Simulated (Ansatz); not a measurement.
Each is relaxed and computed with plane-wave PAW r²SCAN (Ansatz code). Which is the only one with a gap?
A) RbP2Ru2, I4/mmm (Rb on 2a, P on 4e, Ru on 4d)
B) KRb2TlF6, Fm-3m (K on 4b, Rb on 8c, Tl on 4a, F on 24e)
C) Fe3Ge, Fm-3m (Fe on 4b, Fe on 8c, Ge on 4a)
D) RbP2Ir2, I4/mmm (Rb on 2a, P on 4e, Ir on 4d)

B, KRb2TlF6, Fm-3m (K on 4b, Rb on 8c, Tl on 4a, F on 24e). KRb2TlF6: gap 4.50 eV (indirect); RbP2Ir2: metal; Fe3Ge: metal; RbP2Ru2: metal. Spin orders computed, not proven ground states: Fe3Ge, Fm-3m (Fe on 4b, Fe on 8c, Ge on 4a) ferromagnetic. Standing as an ambient phase not checked: KRb2TlF6, Fm-3m (K on 4b, Rb on 8c, Tl on 4a, F on 24e); RbP2Ir2, I4/mmm (Rb on 2a, P on 4e, Ir on 4d); Fe3Ge, Fm-3m (Fe on 4b, Fe on 8c, Ge on 4a); RbP2Ru2, I4/mmm (Rb on 2a, P on 4e, Ru on 4d). All cells were relaxed under the symmetry of their starts (and spin orders); stability against distortions was not tested throughout. Rows with no word on spin ran without spin polarisation. Spin–orbit coupling is left out wherever it is not named.

Potentials: the later of the program's two PAW sets.
